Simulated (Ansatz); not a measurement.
Na (bcc, W type)

```yaml
crystal:
  lattice:
    - [-4.19651, 4.19651, 4.19651]
    - [2.09826, -2.09826, 2.09826]
    - [2.09826, 2.09826, -2.09826]
  atoms:
    - { symbol: Na, position: [0.00000, 0.00000, 0.00000] }
    - { symbol: Na, position: [0.50000, 0.00000, 0.00000] }
```

Scan: atom 1 (Na, nearest neighbour Na at 3.634 Å; its periodic images, 3.6 Å or more away, move with it) is displaced along Cartesian [110], direction (0.707, 0.707, 0.000) in Cartesian axes, by s. The other atoms stay.

Method: PBE (plane waves to 420 eV, PAW, scalar-relativistic; Ansatz, an electronic-structure program). k mesh 13×13×13 (Γ-centred), Fermi-Dirac smearing 0.05 eV. The energy includes the smearing's −TS. With partly filled bands, energies and forces of such displacements shift with the k mesh and the smearing. Na was relaxed with its symmetry unable to fall. The zero of ΔE is the undisplaced structure. The last digit holds for this mesh only.

```
s (Å)   ΔE (meV/cell)
------  -------------
-1.090       withheld
-0.872          144.3
-0.654           78.7
-0.436           34.1
-0.218            8.4
0.000             0.0
0.218             8.4
0.436            34.1
0.654            78.7
0.872           144.3
1.090        withheld
```

Fit an even polynomial form (powers 2, 4) to the given rows and predict ΔE at s = -1.090.

Least squares on the 9 given rows: ΔE = (176.3)·s² + (17.73)·s⁴, in meV/cell with s in Å; root-mean-square residual 0.04 meV/cell. At -1.090 the fit gives 234.5 meV/cell; the calculation gives 232.7 meV/cell, so the extrapolation is off by 1.8 (+0.8 %). The quadratic term alone would give 209.5 meV/cell.

(A displaced cell: forces are minus the slopes of the energy, force constants its curvatures, and phonons follow from these.)
